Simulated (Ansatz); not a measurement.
Here is the system:

Ge2Mo:
```cif
data_Ge16Mo8
_chemical_formula_sum 'Ge16 Mo8'
_space_group_name_H-M_alt 'Fddd :1'
_space_group_IT_number 70
_space_group_name_Hall 'F 2 2 -1d'
_cell_length_a 4.78428
_cell_length_b 8.67825
_cell_length_c 8.85252
_cell_angle_alpha 90.000
_cell_angle_beta 90.000
_cell_angle_gamma 90.000
loop_
_space_group_symop_operation_xyz
  'x, y, z'
  '-x, -y, z'
  'x, -y, -z'
  '-x, y, -z'
  '-x+1/4, -y+1/4, -z+1/4'
  'x+1/4, y+1/4, -z+1/4'
  '-x+1/4, y+1/4, z+1/4'
  'x+1/4, -y+1/4, z+1/4'
  'x, y+1/2, z+1/2'
  '-x, -y+1/2, z+1/2'
  'x, -y+1/2, -z+1/2'
  '-x, y+1/2, -z+1/2'
  '-x+1/4, -y+3/4, -z+3/4'
  'x+1/4, y+3/4, -z+3/4'
  '-x+1/4, y+3/4, z+3/4'
  'x+1/4, -y+3/4, z+3/4'
  'x+1/2, y, z+1/2'
  '-x+1/2, -y, z+1/2'
  'x+1/2, -y, -z+1/2'
  '-x+1/2, y, -z+1/2'
  '-x+3/4, -y+1/4, -z+3/4'
  'x+3/4, y+1/4, -z+3/4'
  '-x+3/4, y+1/4, z+3/4'
  'x+3/4, -y+1/4, z+3/4'
  'x+1/2, y+1/2, z'
  '-x+1/2, -y+1/2, z'
  'x+1/2, -y+1/2, -z'
  '-x+1/2, y+1/2, -z'
  '-x+3/4, -y+3/4, -z+1/4'
  'x+3/4, y+3/4, -z+1/4'
  '-x+3/4, y+3/4, z+1/4'
  'x+3/4, -y+3/4, z+1/4'
loop_
_atom_site_label
_atom_site_type_symbol
_atom_site_symmetry_multiplicity
_atom_site_Wyckoff_symbol
_atom_site_fract_x
_atom_site_fract_y
_atom_site_fract_z
_atom_site_occupancy
Ge1 Ge 16 g 0.00000 0.00000 0.16090 1
Mo1 Mo 8 b 0.50000 0.50000 0.50000 1
```
(The calculation used a cell of 6 atoms; values per cell refer to that cell.)

This is the r²SCAN-relaxed structure.

**Question.** All from DFT-r²SCAN in the program Ansatz with PAW potentials, unless another level is named. Give the electronic character.

**Answer.** metallic (no gap).

**Question.** And the formation energy from the elements (no fitted shifts)?

**Answer.** 0.002 eV/atom.

**Question.** And the density of states at the Fermi level?

**Answer.** 0.08 states/eV per atom (mean over ±0.08 eV).

A made-up cell: these elements were put on the sites of a structure type; neither database checked (COD, Materials Project) lists it. COD files the formula under space group No. 62. Whether it is the stable phase at ambient conditions was not checked. The cell was relaxed with r²SCAN under the symmetry of its start; whether a distortion lowers the energy is not shown. No spin polarisation was allowed. The references are the lowest solids computed at this level, not always the standard phases. Spin–orbit coupling is left out wherever it is not named.

Potentials: the later of the program's two PAW sets.
